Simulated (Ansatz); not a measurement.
Rh (hcp (Mg type), space group No. 194) under volume change, PBEsol in the plane-wave PAW code Ansatz, shape and atoms relaxed at each volume.

```tsv
V (Å³/atom)	E − E(relaxed) (meV/atom)	P (GPa)
12.333	121.4	35.08
12.740	50.6	21.21
13.146	11.9	9.64
13.553	0.0	0.00
13.960	___	___
14.366	39.5	-14.67
14.773	___	___
```

### Question
Fill in the missing entries.

### Answer

- 14.773, E − E(relaxed) (meV/atom): 84.0
- 14.773, P (GPa): -20.19
- 13.960, E − E(relaxed) (meV/atom): 10.5
- 13.960, P (GPa): -8.01

### Question
What does a third-order Birch–Murnaghan fit give for V₀, B₀ and B′?

### Answer
V₀ = 13.55 Å³/atom, B₀ = 292 GPa, B′ = 5.1.

Space group P6_3/mmc (hcp (Mg type)). The workflow started from a Materials Project entry (that database holds measured and hypothetical structures alike); the Crystallography Open Database copy checked does not list it. It is not the phase usual at ambient conditions (space group No. 225). The PBEsol relaxation kept the symmetry of its start; its stability against distortions is not shown here. No spin polarisation was allowed.

Potentials: the later of the program's two PAW sets.
